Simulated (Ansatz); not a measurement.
## TiPd, one cell by several methods

```
CELL_PARAMETERS angstrom
3.24360 0.00000 0.00000
0.00000 3.24360 0.00000
0.00000 0.00000 3.18000
ATOMIC_POSITIONS crystal
Ti 0.50000 0.50000 0.50000
Pd 0.00000 0.00000 0.00000
```

Atoms are numbered in the order listed.

The conventional cell has a = 3.244 Å, b = 3.244 Å, c = 3.180 Å, α = 90.00°, β = 90.00°, γ = 90.00°. Ti (atom 1) is surrounded by 8 Pd at 2.79 Å and 2 Ti at 3.18 Å. Pd (atom 2) has 8 Ti at 2.79 Å and 2 Pd at 3.18 Å as nearest neighbours.

The geometry is COD entry 1523469, unchecked; take it as a test cell. The listed cell was then made from it by scaling, straining or moving an atom.

Spin polarisation is left out, and whether a magnetic state lies lower isn't shown here.

All numbers are computed: DFT, PBEsol, PAW with Ansatz's default frozen-core files, scalar-relativistic (Ansatz 0.2.0); DFT, PBEsol, all-electron LAPW, scalar-relativistic (Ansatz 0.2.0).

For PAW: a Γ-centred 13×13×13 k mesh, Fermi–Dirac smearing of 0.08 eV, cutoff 420 eV, no spin polarisation; the PAW files were made with PBE, and the program remakes their frozen cores for this functional. LAPW targets a basis error of 0.5 meV/atom. The Ansatz runs share mesh, smearing and spin set-up. Plane-wave (PAW) pressures include the program's estimate of the Pulay term.

Stress and pressure are positive in compression.

The change that made this cell: equal xx and yy strain of +2 %.

PAW results:

| quantity | PAW |
| --- | --- |
| pressure (GPa) | -11.82 |
| stress xx (GPa) | -11.64 |
| stress zz (GPa) | -12.18 |

Question: What does full-potential LAPW give for the same quantities?

Answer: 
```json
{"quantity": "pressure (GPa)", "LAPW": "-11.84"}
{"quantity": "stress xx (GPa)", "LAPW": "-11.66"}
{"quantity": "stress zz (GPa)", "LAPW": "-12.21"}
```
